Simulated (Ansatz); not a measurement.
# Barrier of one jump, Zn in ZnS

The calculation used DFT r2SCAN, scalar-relativistic, plane waves, PAW (Ansatz 0.2.0). Settings: 500 eV cutoff, 2×2×2 k-mesh, Gaussian smearing of 0.02 eV, no spin polarisation.

Host crystal, relaxed:

```
CELL_PARAMETERS angstrom
0.00000 2.69420 2.69420
2.69420 0.00000 2.69420
2.69420 2.69420 0.00000
ATOMIC_POSITIONS crystal
Zn 0.00000 0.00000 0.00000
S 0.75000 0.75000 0.75000
```

In a supercell of 16 host sites with charge -2, Zn trades places with a neighbouring Zn vacancy, moving 3.81 Å between the relaxed ends. Climbing-image nudged elastic band at fixed cell with images 0 (start) to 6 (end), the path measured over all atoms, converged to 0.05 eV/Å; the order of the saddle wasn't checked, and the small cell leaves errors of about a tenth of an eV.

Supercell rows in host cell vectors: 0 -2 2; 0 0 2; -2 0 2. Zn was set at (0.000, 0.000, 0.000) of the host cell.

At the relaxed start Zn has 2 S at 2.29 Å, 2 S at 2.40 Å.

Question: How high is the barrier, and where does the atom pass?

Answer: 1.58 eV at image 3, where Zn has 1 S at 2.26 Å, 4 S at 2.63 Å.

Cost: 1 run of about 44 core-minutes, on Intel Xeon Processor @ 2.10GHz (Emerald Rapids) (shared hosts).